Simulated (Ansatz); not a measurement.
**Pressure against volume in Zn₂InO**

It was reached by relaxing an invented guess, and it needn't be the stable form of this composition.

Method: DFT PBE, scalar-relativistic, plane waves, PAW (Ansatz 0.2.0). Plane waves to 420 eV, a 14×14×8 mesh through Γ for the 4-atom cell and 0.10 eV Gaussian smearing; no spin polarisation.

```yaml
crystal:
  lattice:
    - [3.20569, 0.00000, 0.00000]
    - [0.00000, 3.20569, 0.00000]
    - [0.00000, 0.00000, 6.84661]
  atoms:
    - { symbol: Zn, position: [0.50000, 0.00000, 0.82356] }
    - { symbol: Zn, position: [0.00000, 0.50000, 0.17644] }
    - { symbol: In, position: [0.50000, 0.50000, 0.50000] }
    - { symbol: O, position: [0.00000, 0.00000, 0.00000] }
```

The cell was set to several volumes, with shape and atoms relaxed at each where symmetry leaves them free. Pressure is positive in compression, and energies count from the lowest row. No row has a gap on its mesh.

```tsv
row	V (Å³/atom)	P (GPa)	ΔE (meV/atom)
1	15.479	10.34	60.2
2	16.007	7.06	31.8
3	16.534	?	?
4	17.062	1.97	3.1
5	17.590	0.00	0.0
6	18.117	-1.66	2.9
7	18.645	-3.06	10.7
8	19.349	-4.60	27.6
```

Task: Find B = −V·ΔP/ΔV from rows 4 and 6 and from rows 1 and 2, and from the two its slope B′ and its value B0 at zero pressure.

Result: Rows 4 and 6 give −(17.062 + 18.117)/2 × (-1.66 − (1.97))/(18.117 − 17.062) = 60.5 GPa at a mean pressure of 0.16 GPa. Rows 1 and 2 give −(15.479 + 16.007)/2 × (7.06 − (10.34))/(16.007 − 15.479) = 97.8 GPa at a mean pressure of 8.70 GPa. So B′ = (97.8 − 60.5)/(8.70 − (0.16)) = 4.37 and B0 = 60.5 − 4.37 × (0.16) = 59.8 GPa. A third-order Birch–Murnaghan fit to all the energies gives B0 = 60.0 GPa and B′ = 4.7.

Task: Estimate the pressure and energy of row 3.

Result: From row 5, V0 = 17.590 × (1 + (0.00)/59.8) = 17.590 Å³/atom. Murnaghan's form P = (B0/B′)·[(V0/V)^B′ − 1] gives (59.8/4.37) × [(17.590/16.534)^4.37 − 1] = 4.25 GPa; the computed pressure is 4.30 GPa, so the estimate is off by -0.05 GPa. The work of compression from row 4, with the mean of the two pressures, gives ΔE = 3.1 + (4.25 + 1.97)/2 × (17.062 − 16.534)/160.2 × 1000 = 13.4 meV/atom (1 eV/Å³ = 160.2 GPa); the computed value is 13.3 meV/atom.

An odd number of electrons in the primitive cell allows no gap without spin; a larger cell or a magnetic state could open one. All volumes keep the k mesh of the relaxed cell. A later test with randomly moved atoms came back to the same energy, though modes that don't fit the test's cell weren't probed.
